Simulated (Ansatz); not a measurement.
Pd:
Space group Fm-3m (No. 225); a = 3.8390 Å, b = 3.8390 Å, c = 3.8390 Å, α = 90.00°, β = 90.00°, γ = 90.00°

| atom | site | symmetry | x | y | z |
|---|---|---|---|---|---|
| Pd | 4a | m-3m | 0.0000 | 0.0000 | 0.0000 |
(The calculation used a cell of 1 atom; values per cell refer to that cell.)

Relaxed with DFT-LDA in the program Ansatz with PAW potentials. Indices refer to the conventional cell of Fm-3m, a = 3.839 Å, b = 3.839 Å, c = 3.839 Å, α = 90.00°, β = 90.00°, γ = 90.00°.

Q: Simulate the powder diffraction pattern (Cu Kα, λ = 1.54184 Å; lines above 1 %) up to 2θ = 90°.

A: Simulated powder pattern, Cu Kα, λ = 1.54184 Å (kinematic, ideal powder, no thermal factors, no anomalous dispersion; the 30 strongest lines at most, above 1 %, up to 2θ = 90°):

```csv
2θ (°),d (Å),I/Imax (%),hkl
40.71,2.216,100,(111)
47.36,1.919,47,(200)
69.22,1.357,29,(220)
83.52,1.158,34,(311)
88.16,1.108,10,(222)
```

Symmetry was held in the LDA relaxation. The run is not spin-polarised.

Potentials: the later of the program's two PAW sets.
